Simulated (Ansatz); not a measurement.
**ScCu: reading a single point**

```
Sc Cu
1.0
     3.25860    0.00000    0.00000
     0.00000    3.25860    0.00000
     0.00000    0.00000    3.25860
Sc Cu
1 1
Direct
  0.50000 0.50000 0.50000
  0.00000 0.00000 0.00000
```

Level: r2SCAN, no spin polarisation; 500 eV; 10×10×10 Γ-centred mesh; fermi-dirac occupations (width 0.1 eV); Ansatz 0.2.0, fixed geometry.

What happens at the Fermi level?

It is a metal, with about 1.3 states/eV a cell as the mean within 0.25 eV of the Fermi level.

What do density and ELF say about some of the short contacts?

Sc–Cu at 2.82 Å: least valence density 0.18 e/Å³ and ELF 0.18 there. Sc–Sc at 3.26 Å: least valence density 0.10 e/Å³ and ELF 0.13 there. Cu–Cu at 3.26 Å: least valence density 0.17 e/Å³ and ELF 0.47 there. These are pseudo-fields; inside the PAW spheres they differ from the all-electron ones.

Is the cell too large or too small?

The pressure is -1.7 GPa (compression positive), so with the atoms held at these fractions the cell would first shrink.

Which element gives electrons and which takes them?

Bader charges in e: Sc +1.49, Cu -1.49. In the mean Sc gives up most and Cu takes most.

Origin: a database entry at a rescaled volume.
